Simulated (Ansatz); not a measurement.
NbN:
Space group P6₃/mmc (No. 194); a = b = 2.958 Å, c = 11.190 Å, α = β = 90.00°, γ = 120.00°

```
atom  site  symmetry       x       y       z
----  ----  --------  ------  ------  ------
Nb      4f       3m.  0.3333  0.6667  0.1219
N       2a      -3m.  0.0000  0.0000  0.0000
N       2d      -6m2  0.6667  0.3333  0.2500
```

Relaxed with PBEsol.

Question: Tabulate the valence density and the electron localisation function along the shortest Nb–N contact (2.19 Å), the program Ansatz at the PBEsol level (PAW).

Answer: 

```tsv
distance from Nb (Å)	density (e/Å³)	ELF
0.22	4.94	0.31
0.33	5.18	0.55
0.44	4.82	0.70
0.55	3.92	0.74
0.66	2.78	0.71
0.76	1.77	0.56
0.87	1.08	0.34
0.98	0.71	0.19
1.09	0.57	0.17
1.20	0.59	0.30
1.31	0.72	0.55
1.42	0.97	0.74
1.53	1.38	0.80
1.64	1.98	0.78
1.75	2.70	0.69
1.86	3.31	0.48
1.97	3.58	0.22
```

The density is the valence pseudo-density with augmentation charge, so density and ELF within about 1 Å of a nucleus are not all-electron values.

Space group P6_3/mmc. The first step of the workflow began from a Materials Project structure, measured or hypothetical; the Crystallography Open Database files this formula in space group No. 194, but the cells were not matched. It is not the phase usual at ambient conditions (space group No. 225). Symmetry was held in the PBEsol relaxation; its stability against distortions is not shown here. No spin polarisation was allowed.

Potentials: the later of the program's two PAW sets.
